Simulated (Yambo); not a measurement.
```
CaS
1.0
    0.00000     2.73119     2.73119
    2.73119     0.00000     2.73119
    2.73119     2.73119     0.00000
S Ca
1 1
Direct
  0.50000   0.50000   0.50000
  0.00000   0.00000   0.00000
```

Workflow: PBEsol (pw.x of Quantum ESPRESSO, ONCV potentials, no spin-orbit coupling), then G0W0 in Yambo (4×4×4 Γ-centred k mesh, 103 bands and a 10 Ry block in the screening, 103 bands in G with the Bruneval-Gonze terminator, plasmon pole fitted at 27.2 eV).

Problem. Give the PBEsol and G0W0 gaps between the band edges found on this mesh, and say where the edges lie.

Solution. Edges: Γ → X. PBEsol: 1.89 eV; G0W0: 3.80 eV. Convergence of the G0W0 settings was not tested. 

Geometry strained from the cell relaxed with PBEsol, atoms relaxed again.
